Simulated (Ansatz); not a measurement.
A geometry of ZrS₂ away from equilibrium: step 3 of the relaxation of a relaxed ZrS2 cell displaced along its unstable phonon at q = (0, 0, ½) of its primitive reciprocal cell (53i cm⁻¹), largest move 0.15 Å. Level of theory: PBEsol (plane waves to 420 eV, PAW, scalar-relativistic; Ansatz, a program for electronic structure). Γ-centred k-mesh 8×8×3 on the run's cell (coarser than for final values), Fermi–Dirac smearing 0.05 eV. The plane waves were selected for a different cell earlier on the path.

```
ZrS2
1.0
    4.28576     0.00000     0.00000
    0.00000     4.46849     0.00000
    0.00000     0.00000    12.67539
Zr S
4 8
Cartesian
  0.00000   0.38343   0.03718
  0.00000  -0.38343   6.37488
  2.14288   2.61767   3.13166
  2.14288   1.85082   9.46935
  0.00000   2.58050   1.25576
  0.00000   1.88799   7.59345
  2.14288  -0.03726   5.07322
  2.14288   0.03726  11.41092
  0.00000   2.27151   4.43332
  0.00000   2.19699  10.77101
  2.14288   0.34625   1.91309
  2.14288  -0.34625   8.25078
```

Task: Give the Cartesian forces on all atoms (eV/Å).

Result: 
```json
[
 {"atom": "Zr1", "Fx": "0.00", "Fy": "0.48", "Fz": "0.11"},
 {"atom": "Zr2", "Fx": "0.00", "Fy": "-0.48", "Fz": "0.11"},
 {"atom": "Zr3", "Fx": "0.00", "Fy": "0.48", "Fz": "-0.11"},
 {"atom": "Zr4", "Fx": "0.00", "Fy": "-0.48", "Fz": "-0.11"},
 {"atom": "S5", "Fx": "0.00", "Fy": "-0.08", "Fz": "0.09"},
 {"atom": "S6", "Fx": "0.00", "Fy": "0.08", "Fz": "0.09"},
 {"atom": "S7", "Fx": "0.00", "Fy": "0.00", "Fz": "0.16"},
 {"atom": "S8", "Fx": "0.00", "Fy": "0.00", "Fz": "0.16"},
 {"atom": "S9", "Fx": "0.00", "Fy": "0.00", "Fz": "-0.16"},
 {"atom": "S10", "Fx": "0.00", "Fy": "0.00", "Fz": "-0.16"},
 {"atom": "S11", "Fx": "0.00", "Fy": "-0.08", "Fz": "-0.09"},
 {"atom": "S12", "Fx": "0.00", "Fy": "0.08", "Fz": "-0.09"}
]
```

The path ends in Pnma (No. 62). No spin polarisation in the result.

The run could not lose the symmetry of its start, so the end can be a saddle point.

The end of the path is a generated cell of ZrS2: the first start was made by placing the elements on the sites of a structure type, and the end was not matched to a known phase here, so it may be hypothetical. Known forms of ZrS2 include space group No. 164.
